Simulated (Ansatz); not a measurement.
YC$_{2}$ (MoSi2 or CaC2 type, I4/mmm), PBEsol (plane waves, PAW; program Ansatz), all energies at zero smearing, with the estimated change up to a 700 eV cutoff added, with one set of potentials and settings (totals compare only within such a set). Cell of 3 atoms (1 Y, 2 C): -4289.118 eV.

```
element                reference phase  E (eV/atom)
-------  -----------------------------  -----------
Y        P6_3/mmc, 2 atoms in the cell   -3795.0735
C        P6_3/mmc, 4 atoms in the cell    -246.6950
```

Formation energy per atom, worked out: (-4289.118 − 1×(-3795.0735) − 2×(-246.6950))/3 = -0.218 eV/atom (-21 kJ per mol of atoms), at 0 K, without zero-point energy or fitted corrections.

The workflow started from a Materials Project entry (that database holds measured and hypothetical structures alike); the Crystallography Open Database files this formula in space group No. 139, but the cells were not matched. Whether it is the stable phase at ambient conditions was not checked. Symmetry was held in the PBEsol relaxation; of distortions, only those at the zone centre were tested. The run is not spin-polarised. The references are the lowest solids computed at this level, not always the standard phases.

Potentials: the later of the program's two PAW sets.
